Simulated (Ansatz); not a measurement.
**KZn₂Ge₂: reading a single point**

```xyz
5
Lattice="0.0000 4.4468 0.0000 4.4468 0.0000 0.0000 2.2234 2.2234 -5.7301" Properties=species:S:1:pos:R:3 pbc="T T T"
Ge    2.2234    2.2234   -1.3065
Ge    4.4468    4.4468   -4.4236
K     0.0000    0.0000    0.0000
Zn    2.2234    4.4468   -2.8650
Zn    4.4468    2.2234   -2.8650
```

Single point in Ansatz 0.2.0 with PBE, no spin polarisation. Cutoff 420 eV, PAW datasets, 8×8×8 Γ-centred k mesh, fermi-dirac filling (width 0.1 eV).

- Stress: The pressure is -2.3 GPa (compression positive), so with the atoms held at these fractions the cell would first shrink. The principal stresses -4.1, -1.4, -1.4 GPa differ, so its shape would change too.
- Electronic structure: It is a metal, with about 1.4 states/eV a cell as the mean within 0.25 eV of the Fermi level, mostly Ge p (76 %).
- Forces: The largest is on Ge2 (and as large on other atoms): 0.48 eV/Å, components (0.00, 0.00, 0.48). It makes 180° with the line to a nearest neighbour, Ge1 at 2.61 Å, pointing away from it.
- Charges: Bader charges in e: K +0.72, Zn +0.15, Ge -0.51. In the mean K gives up most and Ge takes most.

Origin: a known structure type with other elements, at an estimated volume, so it need not be a known compound.
